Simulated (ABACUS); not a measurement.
A self-consistent single point of a model cell of HfSi (P6_3/mmc, 4 atoms in the cell; prototype structure) with ABACUS.

Method: PBE, PseudoDojo 0.5 standard norm-conserving PBE (tails mended) pseudopotentials (plane waves; ABACUS 3.10.1).

```
CELL_PARAMETERS angstrom
      4.43107     0.00000     0.00000
     -2.21553     3.83742     0.00000
      0.00000     0.00000     6.17583
ATOMIC_POSITIONS crystal
  Hf 0.00000 0.00000 0.00000
  Hf 0.00000 0.00000 0.50000
  Si 0.33333 0.66667 0.25000
  Si 0.66667 0.33333 0.75000
```

Reference input (self-consistent single point, DFT, PBE, plane waves, PseudoDojo 0.5 standard norm-conserving PBE (tails mended) pseudopotentials): KPT = MP 5 5 3 0 0 0; basis_type = pw; dft_functional = PBE; ecutwfc = 58 Ry; smearing_method = fd; smearing_sigma = 0.00367493 Ry; potentials = PseudoDojo 0.5 standard norm-conserving PBE (tails mended); symmetry = 1; symmetry_prec = 1e-05; ks_solver = dav_subspace; scf_nmax = 100; scf_thr = 1.0e-09 Ry. This run's input differs from it in these lines:

```diff
@@ -49,3 +49,3 @@
 MP
-5 5 3 0 0 0
+1 1 1 0 0 0
```

Output (repeated stretches shortened):

```
 SELF-CONSISTENT
 -------------------------------------------
                                 init_chg = atomic

 PW ALGORITHM --------------- ION=   1  ELEC=   1--------------------------------

 Density error is 0.32652706376
                          Error Threshold = 0.01
 E_KohnSham     -242.0621351206      -3293.4243076860
 E_Fermi        0.6264498834         8.5232879257

 PW ALGORITHM --------------- ION=   1  ELEC=   2--------------------------------

 Density error is 1.26310438132
                          Error Threshold = 0.00102039707425
 E_KohnSham     -242.0972012715      -3293.9014071448
   [... lines left out ...]

 Density error is 4.36886009339e-09
                          Error Threshold = 1.70556401308e-11
 E_KohnSham     -242.1828546516      -3295.0667811677
 E_Fermi        0.6480779386         8.8175527126

 PW ALGORITHM --------------- ION=   1  ELEC=  15--------------------------------

 Density error is 5.98255924428e-10
                          Error Threshold = 1.36526877918e-11
 E_KohnSham     -242.1828546513      -3295.0667811635
 E_KS(sigma->0) -242.1735576427      -3294.9402888728
 E_entropy(-TS) -0.0185940171        -0.2529845814
 E_Fermi        0.6480793365         8.8175717324
 charge density convergence is achieved
 final etot is -3295.0667812 eV
 EFERMI = 8.8175717324 eV

 STATE ENERGY(eV) AND OCCUPATIONS    NSPIN == 1
   [... 23 lines left out ...]

 TOTAL-FORCE (eV/Angstrom)
                       Hf1         0.0000000000         0.0000000000         0.0000000000
                       Hf2         0.0000000000         0.0000000000         0.0000000000
                       Si1         0.0000000000         0.0000000000         0.0000000000
                       Si2         0.0000000000         0.0000000000         0.0000000000

 TOTAL-STRESS (KBAR)
       -49.8158149067         0.0000129814        -0.0000000000
         0.0000129814       -49.8158197344         0.0000000000
         0.0000000000         0.0000000000      -411.4395334718
 TOTAL-PRESSURE: -170.357056 KBAR

 --------------------------------------------
 !FINAL_ETOT_IS -3295.0667811634812097 eV
 --------------------------------------------
```

The run converged in 15 iterations. Against the reference run the free energy rises by 1.22 eV/atom and the pressure goes from -14.01 to -17.04 GPa.

The starting geometry comes from a prototype or from typed values, not from a relaxation at this level; it need not be a known phase. Spin-orbit coupling is left out, which matters for bands and gaps with elements this heavy. This run is one point of a test of settings, so its values need not be converged; read them against the reference run alone. With one or two k-points the zone of this small cell is coarsely sampled: energies, forces and stress carry that error and can break the symmetry, so a converged loop does not mean converged values.

“Tails mended”: in these copies of the files the far tail of each local potential was reset to the Coulomb form.
